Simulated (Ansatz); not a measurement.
# Nb (Fm-3m), stationary points along a deformation path

Theory: DFT PBEsol, scalar-relativistic, plane waves, PAW (Ansatz). The runs took a 420 eV cutoff, a Γ-centred 22×22×22 mesh and Gaussian smearing (0.15 eV). No spin polarisation. Energies are free energies at this smearing, counted from the undisturbed cell; pressure is positive in compression.

The undisturbed cell (as given, not relaxed at this level; it stands at -6.8 GPa; this fcc form isn't the usual structure):

```
Nb
1.0
     0.00000    2.11500    2.11500
     2.11500    0.00000    2.11500
     2.11500    2.11500    0.00000
Nb
1
Direct
  0.00000 0.00000 0.00000
```

At fixed volume and fractional coordinates, lengths along (0.000, 0.000, 1.000) are scaled against those across it; ρ is that ratio over its starting value. V = 18.922 Å³/atom. Δσ is the stress along the axis less the mean stress across it (compression positive).

```
    ρ  ΔE (meV/atom)  Δσ (GPa) space group
0.707         -309.1      0.01        Im-3m
0.850         -173.2    -17.18       I4/mmm
1.000            0.0      0.00        Fm-3m
1.200         -157.2      8.98       I4/mmm
1.414         -105.1    -17.62       I4/mmm
```

Question: How does the stress give the slope of the energy, and where is the energy stationary?

Answer: Along the path d ln(length) is 2/3 d ln ρ on the axis and −1/3 d ln ρ across it, so dE/d ln ρ = −(2/3) V Δσ: the energy falls with ρ where Δσ is positive. Δσ vanishes or changes sign at ρ = 0.707 (Im-3m, an end of the scan), at -309.1 meV/atom; at ρ = 1.000 (Fm-3m), a maximum at 0.0 meV/atom; between ρ = 1.200 and 1.414, a minimum (near 1.27 by linear interpolation). Pairs of stationary points between two samples would go unseen, and could change a minimum read from distant neighbours into a maximum. At ρ = 0.707, 1.000 the cell is cubic, where symmetry alone makes the stress isotropic and the slope zero.

Question: Is the start the lowest point of the path?

Answer: No: ρ = 0.707 lies 309.1 meV/atom lower, with no sampled rise above the start on the way. Volume and inner coordinates are held, so a relaxed structure there would lie lower still.

In a metal these slopes depend on the k mesh and the smearing.